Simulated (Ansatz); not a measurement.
C in space group P6_122 (No. 178; C on 6b) at seven volumes, plane-wave PAW r²SCAN (Ansatz code), shape and atoms relaxed at each. One row is withheld.

| V (Å³/atom) | P (GPa) |
|---|---|
| 5.604 | ? |
| 5.789 | 27.99 |
| 5.973 | 13.02 |
| 6.158 | 0.01 |
| 6.343 | -11.29 |
| 6.528 | -21.09 |
| 6.712 | -29.60 |

Q: Fit the shown pressures and predict the withheld one.

A: Third-order Birch–Murnaghan: P = (3/2)B₀(x^(7/2) − x^(5/2))[1 + (3/4)(B′ − 4)(x − 1)] with x = (V₀/V)^(2/3). Least squares on the six rows gives V₀ = 6.158 Å³/atom, B₀ = 403.5 GPa, B′ = 3.73. At V = 5.604, x = 1.0649 and P = 45.34 GPa. The run itself gave 45.23 GPa.

The start of the workflow was typed in or built on a structure type; neither database checked (COD, Materials Project) lists it. It is not the phase usual at ambient conditions (space group No. 194, 227). Symmetry was held in the r²SCAN relaxation; whether a distortion lowers the energy is not shown.

Potentials: the later of the program's two PAW sets.
